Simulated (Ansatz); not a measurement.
Values for one crystal, relaxed and computed with DFT-PBEsol in the program Ansatz with PAW potentials; other levels are named.

```yaml
volume_per_atom: 22.55 Å³
band_gap: 3.31 eV (direct)
zero_point_energy: 44.9 meV/atom
Elastic constants (relaxed ions, GPa): C11 = 84.3, C12 = 49.7, C13 = 43.6, C33 = 77.1, C44 = 17.7
Largest static χ(2) component: 1.7 pm/V
Formation energy from the elements (no fitted shifts): -1.42 eV/atom
hole_effective_mass: 0.24, 3.3, 3.3 mₑ (principal values)
```

Problem. Which compound is it?
A. Pb2SeS, R-3m (Pb on 6c, Se on 3a, S on 3b)
B. MgSe, rock salt
C. MgS, wurtzite
D. MgCdTe2, R3m (Mg on 3a, Cd on 3a, Te on 3a, Te on 3a)

Solution. C, MgS, wurtzite

Space group P6_3mc (wurtzite). The first step of the workflow began from a Materials Project structure, measured or hypothetical; the Crystallography Open Database copy checked does not list it. COD files the formula under space group No. 225, so this cell is another polymorph or a model. Whether it is the stable phase at ambient conditions was not checked. The cell was relaxed with PBEsol under the symmetry of its start; phonons on a q-mesh show no instability. The references are the lowest solids computed at this level, not always the standard phases.

Potentials: the later of the program's two PAW sets.
